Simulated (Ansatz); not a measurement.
Values for one crystal, relaxed and computed with PBEsol (plane waves, PAW; program Ansatz); other levels are named.

```yaml
volume_per_atom: 23.57 Å³
electronic_character: metallic (no gap)
debye_temperature_from_the_elastic_constants: 345 K
Pressure derivative B′: 3.1
mechanical_stability: stable (all eigenvalues of C positive)
Bulk modulus (Birch–Murnaghan fit): 54.7 GPa
Poisson's ratio: 0.28
```

Task: Which compound is it?
A) Y, dhcp (α-La type)
B) Au, hcp (Mg type)
C) Sc, dhcp (α-La type)
D) Pd, dhcp (α-La type)

Result: C, Sc, dhcp (α-La type)

Space group P6_3/mmc (dhcp (α-La type)). The start of the workflow was typed in or built on a structure type. Its sites differ from those of the usual phase in this space group: another stacking or structure type. Symmetry was held in the PBEsol relaxation; its stability against distortions is not shown here. No spin polarisation was allowed. As this level gives no gap, shear constants depend on the k-mesh and smearing (Fermi–Dirac, 0.1 eV here).

Potentials: the later of the program's two PAW sets.
